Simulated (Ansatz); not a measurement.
CuI:
```xyz
8
Lattice="12.3598 0.0000 0.0000 0.0000 3.9578 0.0000 0.0000 0.0000 3.9581" Properties=species:S:1:pos:R:3 pbc="T T T"
Cu     3.0899     0.9895     0.9899
Cu     3.0899     2.9684     2.9690
Cu     9.2698     2.9684     2.9681
Cu     9.2698     0.9895     0.9891
I     10.9437     0.9895     2.9681
I      7.5959     2.9684     0.9891
I      1.4160     2.9684     0.9900
I      4.7639     0.9895     2.9690
```

This is the LDA-relaxed structure.

Question: All from plane-wave PAW LDA (Ansatz code), unless another level is named. Estimate the band gap.

Answer: 1.49 eV (direct).

Question: What about the electron effective mass?

Answer: 0.17, 0.17, 0.21 mₑ (principal values).

Question: What about the formation energy from the elements (no fitted shifts)?

Answer: -0.10 eV/atom.

Question: Give the valence-band maximum.

Answer: at Γ.

Space group P4/nmm. The cell is a constructed one: a structure type filled with these elements; the Crystallography Open Database copy checked does not list it. It is not the phase usual at ambient conditions (space group No. 216). Symmetry was held in the LDA relaxation; phonons show weakly imaginary modes. The run is not spin-polarised. A crystal of weakly bound layers computed without a dispersion correction: the cell and the soft elastic constants depend strongly on that. Point labels and valley counts follow the cell and symmetry of the run, lower than the named group. The references are the lowest solids computed at this level, not always the standard phases. Spin–orbit coupling is left out wherever it is not named.

Potentials: the earlier of the program's two PAW sets. The files were generated under PBE; for other functionals the program regenerates the frozen cores, and for LDA and PBEsol the local potential too.
